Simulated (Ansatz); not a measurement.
BN:
```yaml
crystal:
  lattice:
    - [2.54801, 0.00000, 0.00000]
    - [-1.27400, 2.20664, 0.00000]
    - [0.00000, 0.00000, 8.37529]
  atoms:
    - { symbol: B, position: [0.00000, 0.00000, 0.99977] }
    - { symbol: B, position: [0.00000, 0.00000, 0.49977] }
    - { symbol: B, position: [0.66667, 0.33333, 0.75047] }
    - { symbol: B, position: [0.33333, 0.66667, 0.25047] }
    - { symbol: N, position: [0.00000, 0.00000, 0.81317] }
    - { symbol: N, position: [0.00000, 0.00000, 0.31317] }
    - { symbol: N, position: [0.66667, 0.33333, 0.56222] }
    - { symbol: N, position: [0.33333, 0.66667, 0.06222] }
```

Tensor components refer to the Cartesian frame of this cell.

Give the high-frequency dielectric tensor and the Born effective charge tensors of the independent atoms from DFPT, r²SCAN (plane waves, PAW; program Ansatz).


ε∞:
```
4.44  0.00  0.00
0.00  4.44  0.00
0.00  0.00  4.53
```
Z* of atom 1 (B), rows: field, columns: displacement, in e:
```
1.96  0.00  0.00
0.00  1.96  0.00
0.00  0.00  2.04
```
Z* of atom 3 (B), rows: field, columns: displacement, in e:
```
1.95  0.00  0.00
0.00  1.95  0.00
0.00  0.00  1.96
```
Z* of atom 5 (N), rows: field, columns: displacement, in e:
```
-1.95   0.00   0.00
 0.00  -1.95   0.00
 0.00   0.00  -2.01
```
Z* of atom 7 (N), rows: field, columns: displacement, in e:
```
-1.95   0.00   0.00
 0.00  -1.95   0.00
 0.00   0.00  -1.99
```

Static charges for comparison (Bader): B1 +2.26, B3 +2.25, N5 -2.26, N7 -2.25 e. Born charges measure polarisation by displacement and can exceed these by far.

Space group P6_3mc. The cell is a constructed one: a structure type filled with these elements. Its sites differ from those of the usual phase in this space group: another stacking or structure type. The r²SCAN relaxation kept the symmetry of its start; phonons on a q-mesh show no instability.

Potentials: the later of the program's two PAW sets.
